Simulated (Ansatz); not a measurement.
# TiZn₂O₄: Coordination and ⁶⁷Zn quadrupole coupling

Cell: a Materials Project structure (computed, not necessarily an observed phase), atoms as given.

```cif
data_TiZn2O4
_symmetry_space_group_name_H-M 'Imma'
_symmetry_Int_Tables_number 74
_cell_length_a 5.9719
_cell_length_b 6.0238
_cell_length_c 8.7409
_cell_angle_alpha 90.000
_cell_angle_beta 90.000
_cell_angle_gamma 90.000
loop_
_atom_site_label
_atom_site_type_symbol
_atom_site_symmetry_multiplicity
_atom_site_Wyckoff_symbol
_atom_site_fract_x
_atom_site_fract_y
_atom_site_fract_z
Ti Ti 4 b 0.0000 0.5000 0.5000
Zn3 Zn 4 e 0.0000 0.2500 0.1390
Zn4 Zn 4 d 0.2500 0.7500 0.2500
O7 O 8 h 0.0000 0.5137 0.2753
O9 O 8 i 0.7770 0.7500 0.5041
```

One atom of each set is listed; the run and its k-mesh use a cell of 14 atoms with edges of 6.09, 6.09, 6.09 Å.

The numbers come from a DFT calculation in Ansatz (PBE, plane waves and PAW, scalar-relativistic, 420 eV cutoff, Γ-centred 5×5×5 k-points, Fermi–Dirac smearing 0.02 eV).

Q(⁶⁷Zn) = 122.0 mb.

(1) Order the Zn environments from the weakest to the strongest quadrupole coupling.
A. Zn4: 6 O at 2.07–2.23 Å
B. Zn3: 4 O at 1.99–2.03 Å

## Answers

(1) B (4.50 MHz, η = 0.39), A (15.7 MHz, η = 0.12).

Like point charges on the first shell alone (each adding as 1/d³) would give the same order.
